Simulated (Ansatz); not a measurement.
BaHfO3 (cubic perovskite, Pm-3m) under volume change, HSE06 (plane waves, PAW; program Ansatz), scaled uniformly.

```
V (Å³/atom)  E − E(relaxed) (meV/atom)  P (GPa)
-----------  -------------------------  -------
13.243                            73.8    19.66
13.680                            31.0    12.03
14.116                             7.3     5.53
14.553                             0.0     0.00
14.989                             6.6    -4.70
15.426                            24.9    -8.70
15.863                            53.4   -12.12
```

Question: What does a third-order Birch–Murnaghan fit give for V₀, B₀ and B′?

Answer: V₀ = 14.55 Å³/atom, B₀ = 170 GPa, B′ = 4.4.

The cell was relaxed with HSE06 under the symmetry of its start. The run is not spin-polarised. Spin–orbit coupling is left out wherever it is not named.

Potentials: the later of the program's two PAW sets.
